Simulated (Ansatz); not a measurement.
**Nuclear-site quantities of Rh as the cell is scaled**

```xyz
1
Lattice="0.0000 1.9016 1.9016 1.9016 0.0000 1.9016 1.9016 1.9016 0.0000" Properties=species:S:1:pos:R:3 pbc="T T T"
Rh    0.0000    0.0000    0.0000
```

The conventional cell has a = 3.803 Å, b = 3.803 Å, c = 3.803 Å, α = 90.00°, β = 90.00°, γ = 90.00°. Rh (atom 1) is surrounded by 12 Rh at 2.69 Å.

The cell comes from COD entry 9008482, which wasn't checked; take it as a given geometry.

Level of theory: DFT, LDA, all-electron PAW with datasets made for the crystal, scalar-relativistic in Ansatz 0.2.0.

Settings: a Γ-centred 16×16×16 k mesh, Fermi–Dirac smearing of 0.03 eV, cutoff 300 eV (chosen by the program for this cell), no spin polarisation.

The contact density is the mean electron density over the nuclear volume; its changes follow the s electrons' response to bonding and compression. Changes below are taken from the unscaled cell, where it is 786630 e/Å³ at Rh.

Volumes at which the program chose other datasets or cutoffs are left out.

The datasets are made afresh for each cell, so very small changes are uncertain.

**Question.** Does compression raise or lower the contact density at Rh?

**Answer.** It raises it, by 4.55 e/Å³ over the whole range.

**Question.** Tabulate the changes with volume.

**Answer.** 
```
V/V(cell)  P (GPa)  Δρ(0) Rh (e/Å³)
   0.9600      0.6             3.59
   0.9800     -5.7             2.03
   0.9900     -8.5             0.83
   1.0000    -11.2             0.00
   1.0100    -13.7            -0.96
```
